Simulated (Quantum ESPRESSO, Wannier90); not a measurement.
Tight-binding from DFT: CdSe (zinc blende)

```
begin unit_cell_cart
ang
    0.0000000000    3.0702700000    3.0702700000
    3.0702700000    0.0000000000    3.0702700000
    3.0702700000    3.0702700000    0.0000000000
end unit_cell_cart
begin atoms_frac
Cd   0.0000000000  0.0000000000  0.0000000000
Se   0.2500000000  0.2500000000  0.2500000000
end atoms_frac
```

Structure: Materials Project mp-2691, symmetrised, not relaxed again. Not found in the COD (Crystallography Open Database) copy used, which has the formula in other groups; not checked further. Level: PBE, no spin polarisation, no spin-orbit coupling; pw.x of Quantum ESPRESSO at 82 Ry with PseudoDojo potentials, 4×4×4 k-points, Wannier90. Density: 10×10×10 mesh, Gaussian smearing 0.01 Ry. Spin-orbit coupling, left out, would split the p-like bands by a few tenths of an eV.

Functional, cutoff and mesh named above are those of the base row (1); the first column says what each row takes instead. Model: 8 functions from bands 10,16-31, start hydrogen-like Cd: s;p; Se: s;p, disentangled but not localised (num_iter = 0), frozen window tied to the conduction edge or Fermi level of each row, as listed, which moves Ω_I and hoppings a little by itself. Energies are relative to the valence-band maximum; the misfit is to pw.x on a path, for states up to 1.6 eV relative to the valence-band maximum. The lattice is scaled uniformly, fractional positions fixed. The disentangled Ω_I can sit in another minimum from row to row.

```
scale  frozen to (eV)  Ω_I (Å²)  rms misfit (meV)  gap (eV)  bottom of band 10 (eV)  on-site Cd1 pz minus Cd1 s (eV)  hopping modulus Se2 py – Cd1 px, R = 0 1 0 (eV)  hopping modulus Se2 pz – Cd1 s, R = 0 0 0 (eV)  hopping modulus Se2 s – Cd1 s, R = 0 0 1 (eV)…
-----  --------------  --------  ----------------  --------  ----------------------  -------------------------------  -----------------------------------------------  ----------------------------------------------  ---------------------------------------------…
0.98             2.18     10.88                12      0.67                  -12.78                             5.47                                            1.277                                           1.187                                          1.163…
0.99             2.11     10.84                15      0.61                  -12.60                             5.51                                            1.242                                           1.152                                          1.111…
1                2.05     10.80                12      0.55                  -12.44                             5.53                                            1.217                                           1.118                                          1.061…
1.01             1.99     10.76                15      0.49                  -12.28                             5.55                                            1.181                                           1.084                                          1.013…
1.02             1.93     10.74                14      0.43                  -12.14                             5.56                                            1.153                                           1.051                                          0.967…
```
